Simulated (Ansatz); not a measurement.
ZnRh: computed property card

ZnRh:
```cif
data_RhZn
_chemical_formula_sum 'Zn1 Rh1'
_space_group_name_H-M_alt 'Pm-3m'
_space_group_IT_number 221
_space_group_name_Hall '-P 4 2 3'
_cell_length_a 2.94461
_cell_length_b 2.94461
_cell_length_c 2.94461
_cell_angle_alpha 90.000
_cell_angle_beta 90.000
_cell_angle_gamma 90.000
loop_
_atom_site_label
_atom_site_type_symbol
_atom_site_symmetry_multiplicity
_atom_site_Wyckoff_symbol
_atom_site_fract_x
_atom_site_fract_y
_atom_site_fract_z
_atom_site_occupancy
Zn1 Zn 1 b 0.50000 0.50000 0.50000 1
Rh1 Rh 1 a 0.00000 0.00000 0.00000 1
```

Space group Pm-3m (No. 221), CsCl type; conventional cell a = b = c = 2.9446 Å, α = β = γ = 90.00°.

Method: plane-wave PAW LDA (Ansatz code). Geometry: relaxed at this level of theory. Other levels are named where they apply.

### Cell and energy

- Volume per atom = 12.77 Å³
- Density = 10.94 g/cm³
- Formation energy from the elements (no fitted shifts) = -0.38 eV/atom

### Electronic structure

- Electronic character: metallic (no gap)
- Density of states at the Fermi level: 0.53 states/eV per atom (mean over ±0.08 eV)

### Mechanics

* **Bulk modulus (Birch–Murnaghan fit)**: 219 GPa
* **Pressure derivative B′**: 5.0
* **Elastic constants (relaxed ions, GPa)**: C11 = 286, C12 = 186, C44 = 127
* **Mechanical stability**: stable (all eigenvalues of C positive)
* **Hill bulk and shear moduli**: 219 and 87.2 GPa
* **Young's modulus**: 231 GPa
* **Poisson's ratio**: 0.32
* **Debye temperature from the elastic constants**: 403 K

### Phonons

Highest zone-centre frequency: 240 cm^-1
Zone-centre stability: no imaginary mode at Γ

The workflow started from a Materials Project entry (that database holds measured and hypothetical structures alike); the Crystallography Open Database copy checked does not list it. With Zn and Rh taken as one species the cell has the higher symmetry Im-3m, so it may be an ordered model of a mixed-site phase. Its standing as an ambient phase is unchecked. The LDA relaxation kept the symmetry of its start. The run is not spin-polarised. As this level gives no gap, shear constants depend on the k-mesh and smearing (Fermi–Dirac, 0.1 eV here). As this level gives no gap, phonon frequencies hold no LO–TO term and depend on the k-mesh and smearing (Fermi–Dirac, 0.1 eV here). The references are the lowest solids computed at this level, not always the standard phases. Spin–orbit coupling is left out wherever it is not named.

Potentials: the later of the program's two PAW sets.
